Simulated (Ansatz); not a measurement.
MgO (rock salt, Fm-3m), plane-wave PAW PBE (Ansatz code). The conduction-band minimum lies at Γ, with 1 equivalent valley. Second derivatives d²E/dk² of the lowest band at one valley (eV·Å²), along Cartesian directions:

```
direction  d²E/dk²
---------  -------
[100]        22.66
[010]        22.66
[001]        22.66
[110]        22.66
[101]        22.66
[011]        22.66
```

Problem. Find the principal effective masses, the density-of-states mass and the conductivity mass.

Solution. Off-diagonal terms follow from H_xy = H[110] − (H_xx + H_yy)/2, and m*/mₑ = 7.620 eV·Å² over each eigenvalue: 0.34, 0.34, 0.34. One valley's DOS mass (m₁m₂m₃)^(1/3) = 0.34, conductivity mass 3/(Σ 1/mᵢ) = 0.34 mₑ.

Problem. What effective density of states Nc follows at 300 K for parabolic valleys?

Solution. Nc = 2.509e19 × 1 × (0.34)^(3/2) ≈ 5.0e18 cm⁻³.

The cell was relaxed with PBE under the symmetry of its start.

Potentials: the later of the program's two PAW sets.

Edges and masses are those of Kohn–Sham bands, whose gap is no quasiparticle gap.
